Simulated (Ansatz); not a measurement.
Starting cell, CdS (zinc blende):

```
CELL_PARAMETERS angstrom
      0.00000     5.92662     5.92662
      2.96331     2.96331     5.92662
      2.96331     2.96331     0.00000
ATOMIC_POSITIONS crystal
  S  0.00000 0.75000 0.75000
  S  0.50000 0.75000 0.75000
  Cd 0.00000 0.00000 0.00000
  Cd 0.50000 0.00000 0.00000
```

A phonon eigenvector at X = (0.5, 0.5, 0.0) is frozen into this cell: atom i moves by Q times the vector below, so Q is the largest atomic displacement, in Å. The cell is held. It is one choice among 2 degenerate patterns. (q is in reciprocal vectors of the primitive cell; the cell shown is doubled to hold the pattern.)

```json
[
 {"atom": "S1", "x": "0.000", "y": "-1.000", "z": "0.000"},
 {"atom": "S2", "x": "0.000", "y": "1.000", "z": "0.000"},
 {"atom": "Cd3", "x": "0.185", "y": "0.000", "z": "0.000"},
 {"atom": "Cd4", "x": "-0.185", "y": "0.000", "z": "0.000"}
]
```

Computed with PBE (plane waves to 420 eV, PAW, scalar-relativistic; Ansatz, a first-principles code). k mesh 10×10×10 (Γ-centred), Fermi-Dirac smearing 0.05 eV. Energies are smeared free energies. CdS was relaxed with its symmetry unable to fall. The zero of ΔE is the undisplaced structure.

```tsv
Q (Å)	ΔE (meV/cell)
-0.180	withheld
-0.150	194.8
-0.120	124.6
-0.090	70.0
-0.060	31.1
-0.030	7.8
0.000	0.0
0.030	7.8
0.060	31.1
0.090	70.0
0.120	124.6
0.150	194.8
0.180	withheld
```

Q: Fit an even polynomial form (powers 2, 4) to the given rows and predict ΔE at Q = -0.180.

A: Least squares on the 11 given rows: ΔE = (8638)·Q² + (893.0)·Q⁴, in meV/cell with Q in Å; root-mean-square residual 0.02 meV/cell. At -0.180 the fit gives 280.8 meV/cell; the calculation gives 280.9 meV/cell, so the extrapolation is off by -0.1 (-0.0 %). The quadratic term alone would give 279.9 meV/cell.

(A displaced cell: forces are minus the slopes of the energy, force constants its curvatures, and phonons follow from these.)
